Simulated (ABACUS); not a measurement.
ABACUS run on Ta₂O₅ (P2/m, 7 atoms in the cell; from Materials Project mp-1238961, changed as shown): self-consistent single point.

Method: PBEsol, PseudoDojo 0.4 standard norm-conserving PBEsol (tails mended) pseudopotentials (plane waves; ABACUS).

The change in words: lattice vector b scaled by 1.02. Reference geometry (P2/m):
```xyz
7
Lattice="3.8414 0.0000 0.0000 0.0000 3.8627 0.0000 -1.8189 0.0000 6.5290" Properties=species:S:1:pos:R:3 pbc="T T T"
Ta     1.0558     0.0000     5.1664
Ta     0.9667     0.0000     1.3625
O      1.0914     1.9314     5.2123
O      0.9311     1.9314     1.3167
O     -0.8547     0.0000     5.6842
O      2.8771     0.0000     0.8447
O      1.0112     0.0000     3.2645
```

Reference input (self-consistent single point, DFT, PBEsol, plane waves, PseudoDojo 0.4 standard norm-conserving PBEsol (tails mended) pseudopotentials): KPT = Gamma 4 4 2 0 0 0; basis_type = pw; dft_functional = PBESOL; ecutwfc = 84 Ry; smearing_method = fd; smearing_sigma = 0.000734986 Ry; potentials = PseudoDojo 0.4 standard norm-conserving PBEsol (tails mended); symmetry = 1; ks_solver = dav_subspace; scf_nmax = 100; scf_thr = 1.0e-09 Ry; mixing_type = broyden. This run's input differs from it in these lines:

```diff
@@ -27,3 +27,3 @@
    3.8414100000    0.0000000000    0.0000000000
-   0.0000000000    3.8627200000    0.0000000000
+   0.0000000000    3.9399740000    0.0000000000
   -1.8189390000    0.0000000000    6.5289600000
@@ -42,4 +42,4 @@
 5
-   1.0913608173    1.9313600000    5.2122646368 1 1 1
-   0.9311101827    1.9313600000    1.3166953632 1 1 1
+   1.0913608173    1.9699870000    5.2122646368 1 1 1
+   0.9311101827    1.9699870000    1.3166953632 1 1 1
   -0.8546587106    0.0000000000    5.6842431552 1 1 1
```

Log, with long lists cut:

```
 SELF-CONSISTENT
 -------------------------------------------
                                 init_chg = atomic

 PW ALGORITHM --------------- ION=   1  ELEC=   1--------------------------------

 Density error is 2.68523719384
                          Error Threshold = 0.01
 E_KohnSham     -424.5192136025      -5775.8802154731
 E_Fermi        0.5754757358         7.8297490678

 PW ALGORITHM --------------- ION=   1  ELEC=   2--------------------------------

 Density error is 11.7796595794
                          Error Threshold = 0.00479506641757
 E_KohnSham     -423.3406106088      -5759.8444990791
   [... lines left out ...]

 Density error is 6.64543521299e-09
                          Error Threshold = 1.07506944034e-10
 E_KohnSham     -425.8439304058      -5793.9039122342
 E_Fermi        0.5515118592         7.5037037993

 PW ALGORITHM --------------- ION=   1  ELEC=  12--------------------------------

 Density error is 2.4787230943e-10
                          Error Threshold = 1.18668485946e-11
 E_KohnSham     -425.8439304073      -5793.9039122542
 E_KS(sigma->0) -425.8439304073      -5793.9039122542
 E_entropy(-TS) 0.0000000000         0.0000000000
 E_Fermi        0.5515034675         7.5035896249
 charge density convergence is achieved
 final etot is -5793.9039123 eV
 EFERMI = 7.5035896249 eV

 STATE ENERGY(eV) AND OCCUPATIONS    NSPIN == 1
   [... 35 lines left out ...]

 TOTAL-FORCE (eV/Angstrom)
                       Ta1        -0.0104013657         0.0000000000         0.0590196988
                       Ta2         0.0104013657         0.0000000000        -0.0590196988
                        O1        -0.0320553954         0.0000000000        -0.0572389471
                        O2         0.0320553954         0.0000000000         0.0572389471
                        O3        -0.0088275249         0.0000000000         0.0041277578
                        O4         0.0088275249         0.0000000000        -0.0041277578
                        O5         0.0000000000         0.0000000000         0.0000000000

 TOTAL-STRESS (KBAR)
       -30.8514533019         0.0000000000        -1.1678412739
         0.0000000000      -158.7513971339         0.0000000000
        -1.1678412739         0.0000000000       -34.4790361690
 TOTAL-PRESSURE: -74.693962 KBAR

 --------------------------------------------
 !FINAL_ETOT_IS -5793.9039122542308178 eV
 --------------------------------------------
```

The run converged in 12 iterations. Against the reference run the free energy rises by 16.5 meV/atom, the pressure goes from -2.68 to -7.47 GPa, the largest force moves little (0.067 to 0.066 eV/Å) and the gap on the mesh goes from 2.176 to 2.080 eV.

Spin-orbit coupling is left out, which matters for bands and gaps with elements this heavy. The structure comes from a collection of computed structures, made at another level of theory; the collection holds predicted forms beside known ones.

Cost on one core: about 2.8 core-minutes (a rough figure).

“Tails mended”: in these copies of the files the far tail of each local potential was reset to the Coulomb form.
